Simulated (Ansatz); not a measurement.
An Ansatz (a quantum-chemistry and plane-wave program) input:

Ansatz 0.2 input:
```yaml
crystal:
  lattice:
    - [3.3966349212, 0.0, 0.0]
    - [0.0, 3.3966349212, 0.0]
    - [0.0, 0.0, 3.3966349212]
  atoms:
    - { symbol: Ta, position: [0.0, 0.0, 0.0] }
    - { symbol: Zr, position: [0.5, 0.5, 0.5] }
kpoints:
  mp_grid: { grid: [9, 9, 9] }
  band_path:
    path:
      - [[0.0, 0.0, 0.0], [0.0, 0.5, 0.0], [0.5, 0.5, 0.0], [0.0, 0.0, 0.0], [0.5, 0.5, 0.5], [0.0, 0.5, 0.0]]  # Γ-X-M-Γ-R-X
      - [[0.5, 0.5, 0.5], [0.5, 0.5, 0.0]]  # R-M
    npoints: 12
basis: { xc_grid: 2 }
hamiltonian:
  xc: pbesol
  pseudopotentials: { azcp: { folder: ./paw }, kind: paw_fr }
magnetization: { noncollinear: true, spin_orbit: true }
scf:
  n_extra_bands: 13
  convergence: { dr2_threshold: 0.0000000001 }
  occupations: { method: gaussian, width: 0.05 }
output: { eigenvalues: true }
```

Question: How many symmetry operations and irreducible k-points will the run report?

Answer: 48 operations, 35 of 729 k-points.

Question: With a cutoff of 420 eV, how many plane waves at Γ?

Answer: 751.

It took roughly 17 core-seconds on shared server cores.

Space group Pm-3m (CsCl type). The start of the workflow was typed in or built on a structure type; neither database checked (COD, Materials Project) lists it. Whether it is the stable phase at ambient conditions was not checked. Symmetry was held in the PBEsol relaxation; its stability against distortions is not shown here. The run is not spin-polarised. Its formation energy is positive at this level, so the cell may be metastable or incomplete.

Potentials: the earlier of the program's two PAW sets. The files were generated under PBE; for other functionals the program regenerates the frozen cores, and for LDA and PBEsol the local potential too.

Ansatz is a plane-wave DFT program.
